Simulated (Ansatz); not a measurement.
PbSe (zinc blende, F-43m) at seven volumes, DFT-PBE in the program Ansatz with PAW potentials, scaled uniformly. One row is withheld.

```csv
V (Å³/atom),P (GPa)
37.367,3.53
38.599,2.16
39.831,1.00
41.062,0.00
42.294,-0.85
43.526,?
44.758,-2.20
```

Q: Fit the shown pressures and predict the withheld one.

A: P = (3/2)B₀(x^(7/2) − x^(5/2))[1 + (3/4)(B′ − 4)(x − 1)] with x = (V₀/V)^(2/3). Least squares on the six rows gives V₀ = 41.064 Å³/atom, B₀ = 30.6 GPa, B′ = 4.23. At V = 43.526, x = 0.9619 and P = -1.58 GPa. The run itself gave -1.58 GPa.

The cell is a constructed one: a structure type filled with these elements; neither database checked (COD, Materials Project) lists it. It is not the phase usual at ambient conditions (space group No. 225). The cell was relaxed with PBE under the symmetry of its start; whether a distortion lowers the energy is not shown. Scalar-relativistic: spin–orbit coupling is off unless named, which matters more the heavier the elements.

Potentials: the later of the program's two PAW sets.
